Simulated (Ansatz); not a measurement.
The elements of this relaxed trial crystal are hidden behind letters.

```
lattice vectors (Å)
   2.8683    0.0000    0.0000
  -1.4342    2.4841    0.0000
   0.0000    0.0000    7.8696
fractional positions
X 0.3333 0.6667 0.6999
X 0.6667 0.3333 0.3001
X 0.0000 0.0000 0.0000
Z 0.0000 0.0000 0.5000
Q 0.3333 0.6667 0.1492
Q 0.6667 0.3333 0.8508
```

All numbers below come from DFT PBE, scalar-relativistic, plane waves, PAW (Ansatz). Cutoff 420 eV, Γ-centred 18×18×6 mesh (6-atom cell), Gaussian smearing of 0.10 eV, no spin polarisation.

| Property | Result |
| --- | --- |
| Space group | P-3m1 (No. 164) |
| Conventional cell | a = 2.868 Å, c = 7.870 Å |
| Volume per atom | 9.35 Å³ |
| Density | 3.55 g/cm³ |
| Formation energy | −0.59 eV/atom |
| Gap on the 18×18×6 mesh of the 6-atom cell | 0 eV (a metal) |

Energies are uncorrected and count from the elements' standard states at the same level.

Question: X is a p-block element of period 3, Z is a p-block element of period 2 and Q is a p-block element of period 2. Which elements are they?

Answer: X = Al, Z = B, Q = N, so the formula is Al3BN2. Density times volume gives a mean mass of 3.55 × 9.35/1.6605 = 20.0 u per atom, and this set has 20.0 u. Al on a site of symmetry 3m has 3 N at 2.04 Å and 3 B at 2.28 Å; around B lie 6 Al at 2.28 Å; N is surrounded by 6 Al at 2.03–2.04 Å; 1 more site not described. Other sets within the hints have nearly the same mass, so mass alone doesn't settle it; this one was computed.

A structure relaxed within its symmetry needn't be a true minimum.
